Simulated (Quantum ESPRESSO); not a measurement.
Zr4Se7S, convergence and cost over cutoff and k mesh

A calculation, not a measurement. The program is pw.x of Quantum ESPRESSO 7.5 (plane-wave density functional theory). The cell is made up: 12 atoms on a layered 1T lattice, with randomly drawn elements, strain and displacements, not relaxed. PseudoDojo standard norm-conserving files (v0.5 for PBE, v0.4.1 for LDA and PBEsol) set the functional; there is no spin polarisation, spin-orbit coupling or dispersion term, and the masses in the input are unused placeholders.

Input of the run in row 2:

```
&control calculation='scf', pseudo_dir='./dojo.nc.sr.pbe.v0_5.standard.upf', outdir='./o', disk_io='low', tprnfor=.true., tstress=.true. /
&system ibrav=0, nat=12, ntyp=3, nbnd=89, ecutwfc=85.99341389, nosym=.true., tot_charge=0,
 occupations='smearing', smearing='fd', degauss=0.0018374661
/
&electrons conv_thr=7.350e-09, electron_maxstep=60, /
ATOMIC_SPECIES
S 1.0 S.upf
Se 1.0 Se.upf
Zr 1.0 Zr.upf
CELL_PARAMETERS angstrom
3.917 -0.0086 0.0239
-0.0149 6.7953 -0.0046
0.0779 -0.0087 12.7135
ATOMIC_POSITIONS angstrom
Zr -0.001 0.0252 -0.0238
Zr 1.9739 3.4063 -0.011
Zr -0.0058 0.0062 6.3266
Zr 1.9652 3.371 6.356
Se -0.0078 2.2808 1.5307
S 2.0071 1.126 4.755
Se 1.9666 5.6573 1.6114
Se -0.0092 4.5446 4.7606
Se 0.0345 2.2768 7.9339
Se 2.0246 1.1306 11.1884
Se 1.9634 5.6082 7.9777
Se 0.0736 4.5254 11.0814
K_POINTS automatic
6 3 2 1 1 1
```

The same cell was run at these settings. Meshes are shifted by half a step, and differences are from the last row, which is itself not exact.

```
cutoff (eV)     k mesh  k points solved  threshold (eV)  free energy less the last row's (eV)  pressure (GPa)  largest stress difference (GPa)  largest force difference (eV/Å)  iterations  wall time (s)  k-point pools                  processor
        819  2 x 2 x 2                4           1e-04                                 8.527          -49.40                            46.15                            0.108          12             65              4  Intel Xeon, 2023 or later
       1170  6 x 3 x 2               18           1e-07                                -0.011           -5.16                             0.12                            0.006          18            494              4  Intel Xeon, 2023 or later
       1467  8 x 5 x 4               80           1e-07                                 0.000           -5.14                             0.00                            0.000          18           2516              4            AMD EPYC, older
```

Each pool is one process. Wall times include start-up and a band step at six k points, which weighs most on the coarsest meshes. The runs were on shared virtual cores whose load varied, so times are rough.